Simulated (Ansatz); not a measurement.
Guessed and relaxed cells of MgSe3

The guess for MgSe3 was made by a generator: Mg between sheets of the P type, stage 1 (P-31m, No. 162) (host Se; sites filled 2 of 3). A sheet's type names the database crystal that the layer was cut from. Lengths were set from tabulated atomic sizes, so they are only a guess.

start.xyz

```xyz
8
Lattice="6.7044 0.0000 0.0000 -3.3522 5.8062 0.0000 0.0000 0.0000 3.4723" Properties=species:S:1:pos:R:3 pbc="T T T"
Mg    0.0000    3.8708    1.7361
Mg    3.3522    1.9354    1.7361
Se    1.1174    1.9354    0.6361
Se   -2.2348    3.8708    0.6361
Se    4.4696    0.0000    0.6361
Se   -1.1174    1.9354    2.8361
Se    2.2348    3.8708    2.8361
Se    2.2348    0.0000    2.8361
```

Computed with DFT PBE, scalar-relativistic, plane waves, PAW in Ansatz 0.2.0. Cutoff 420 eV, Gaussian smearing, Γ-centred meshes. Cell and atoms relax first on a coarse mesh and then on a finer one. In between, the cell is made exact in the group found at 0.06 Å. In metals the finer mesh still leaves noise of several meV/atom or more. The steps can't lower the symmetry of their start. No spin polarisation.

end.xyz

```xyz
8
Lattice="7.9794 0.0000 0.0000 -3.9897 6.9104 0.0000 0.0000 0.0000 4.6996" Properties=species:S:1:pos:R:3 pbc="T T T"
Mg    0.0000    4.6069    2.3498
Mg    3.9897    2.3035    2.3498
Se    1.6884    2.9243    1.0203
Se   -2.3013    3.9861    1.0203
Se    4.6027    0.0000    1.0203
Se   -1.6884    2.9243    3.6793
Se    2.3013    3.9861    3.6793
Se    3.3767    0.0000    3.6793
```

The symmetry stays P-31m (No. 162). The volume per atom grows by 91.7 %, from 16.9 to 32.4 Å³. The shortest distance goes from 2.49 Å (Mg–Se) to 2.38 Å (Se–Se). The ratio c/a of the conventional cell changes by a factor of 1.14. The energy falls by about 0.95 eV/atom (the start's value is from the coarse mesh).

For MgSe3, the volume per atom is 32.39 Å³ and the density is 3.35 g/cm³. The formation energy is −0.47 eV/atom. The gap on the 6×6×8 mesh of the 8-atom cell is 0 eV (a metal).

Formation energies are uncorrected and refer to the elements' standard structures at the same level. A negative formation energy is needed for stability but isn't enough: competing phases decide.

The last run used Gaussian smearing of 0.10 eV. The reference form of Se is held partly by dispersion forces, which this level lacks. Symmetry constrained the relaxation, so the result can be a saddle point. In all, the 3 runs took 16 min on 1 thread of Intel(R) Xeon(R) Processor @ 2.50GHz (Skylake/Cascade Lake) (shared host).
